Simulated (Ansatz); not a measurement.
A relaxed cell of BeSn2 is given with its symmetry left out. The cell was found from a structure generator's guess, not taken from experiment.

Method: Ansatz, DFT PBE, scalar-relativistic, plane waves, PAW. Cutoff 420 eV, Γ-centred mesh, Gaussian smearing, no spin polarisation.

```cif
data_structure
_symmetry_space_group_name_H-M 'P 1'
_symmetry_Int_Tables_number 1
_cell_length_a 3.9444
_cell_length_b 3.9444
_cell_length_c 4.9273
_cell_angle_alpha 90.000
_cell_angle_beta 90.000
_cell_angle_gamma 120.000
_cell_volume 66.39
loop_
_atom_site_label
_atom_site_type_symbol
_atom_site_fract_x
_atom_site_fract_y
_atom_site_fract_z
_atom_site_occupancy
Be1 Be 0.00000 0.00000 0.50000 1
Sn1 Sn 0.33333 0.66667 0.74882 1
Sn2 Sn 0.66667 0.33333 0.25118 1
```

The zero of energy is the elements' standard structures at the same level; no fitted shifts are applied. The references include grey tin.

**Question.** Find its symmetry and describe it.

**Answer.** P-3m1 (No. 164), the cadmium iodide type. Conventional cell: a = 3.944 Å, c = 4.927 Å. Be is surrounded by 6 Sn at 2.59 Å; Sn has 3 Be at 2.59 Å.

**Question.** What is its formation energy per atom?

**Answer.** +0.30 eV/atom. It can't be a ground state, since the elements alone are lower.

**Question.** Is it a metal?

**Answer.** Yes, bands cross the Fermi level on the 12×12×10 mesh.

**Question.** From what recipe could a structure generator have reached it?

**Answer.** One such recipe: close-packed layers stacked ABC, next cell at A (P-3m1, No. 164). Other recipes can lead to the same cell.

The last run used a 12×12×10 mesh (in the run's order of axes) for its 3-atom cell and Gaussian smearing of 0.10 eV. Symmetry constrained the relaxation, so the result can be a saddle point.
